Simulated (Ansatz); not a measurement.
Consider the following.

ZnGaNO:
```xyz
4
Lattice="3.2444 0.0000 0.0000 -1.6222 2.8098 0.0000 0.0000 0.0000 5.2645" Properties=species:S:1:pos:R:3 pbc="T T T"
Ga     0.0000     1.8732     0.1167
N      0.0000     1.8732     1.9537
Zn     1.6222     0.9366     2.4830
O      1.6222     0.9366     4.6760
```

This is the r²SCAN-relaxed structure.

Question: All from the program Ansatz at the r²SCAN level (PAW), unless another level is named. Predict the electronic character.

Answer: metallic (no gap).

Question: What about the density of states at the Fermi level?

Answer: 0.17 states/eV per atom (mean over ±0.08 eV).

Question: Next, the formation energy from the elements (no fitted shifts)?

Answer: -82 kJ/mol-atom.

Space group P3m1. The start of the workflow was typed in or built on a structure type; the Crystallography Open Database copy checked does not list it. Its standing as an ambient phase is unchecked. Symmetry was held in the r²SCAN relaxation; whether a distortion lowers the energy is not shown. The references are the lowest solids computed at this level, not always the standard phases (solids in place of the gases). Spin–orbit coupling is left out wherever it is not named.

Potentials: the later of the program's two PAW sets.
